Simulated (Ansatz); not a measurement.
The calculation used Ansatz, DFT PBE, scalar-relativistic, plane waves, PAW. Settings: cutoff 420 eV, Γ-centred meshes spaced at most about 0.3 Å⁻¹ (2π included), Gaussian smearing. No spin polarisation in the final relaxations.

These are static total energies at zero pressure.

Two relaxed structures of MgCd2Se3:

A.

```
CELL_PARAMETERS angstrom
4.00720 0.00000 0.00000
-2.00360 3.47033 0.00000
0.00000 0.00000 9.81262
ATOMIC_POSITIONS crystal
Mg 0.00000 0.00000 0.00000
Cd 0.33333 0.66667 0.67043
Cd 0.66667 0.33333 0.32957
Se 0.00000 0.00000 0.50000
Se 0.33333 0.66667 0.15762
Se 0.66667 0.33333 0.84238
```

B.

```
CELL_PARAMETERS angstrom
4.33835 0.00000 0.00000
-2.16918 3.75712 0.00000
0.00000 0.00000 10.59602
ATOMIC_POSITIONS crystal
Mg 0.66667 0.33333 0.33101
Cd 0.00000 0.00000 0.00448
Cd 0.33333 0.66667 0.66394
Se 0.33333 0.66667 0.91662
Se 0.66667 0.33333 0.57620
Se 0.00000 0.00000 0.25776
```

Problem. Which form is favoured at zero pressure, and by what margin per atom?

Solution. B is lower, by 111 meV/atom. A has Mg and Cd ordered on rock salt sites, space group P-3m1 (No. 164), 22.7 Å³/atom and a gap of 0.19 eV on its mesh; B has Mg and Cd ordered on zinc blende sites, space group P3m1 (No. 156), 28.8 Å³/atom and a gap of 0.96 eV. Counting Se atoms around Cd and Mg (those within 1.25 times the shortest such distance or 1.15 times the sum of covalent radii), A has Mg 6, Cd 6 and B has Mg 4, Cd 4. The lower one is the more open, so pressure narrows the difference. In A, around Mg lie 6 Se at 2.78 Å; Cd has 6 Se at 2.85–2.86 Å; Se on a site of symmetry -3m is surrounded by 6 Cd at 2.85 Å; 1 more site not described. In B, around Mg lie 4 Se at 2.60–2.62 Å; around Cd on its first site lie 4 Se at 2.67–2.68 Å; Se on its first site has 4 Cd at 2.67–2.68 Å; 3 more sites not described. Both come from invented guesses.

Kohn–Sham gaps at this level usually fall short of measured ones. Cells relaxed within their symmetry can be saddle points.
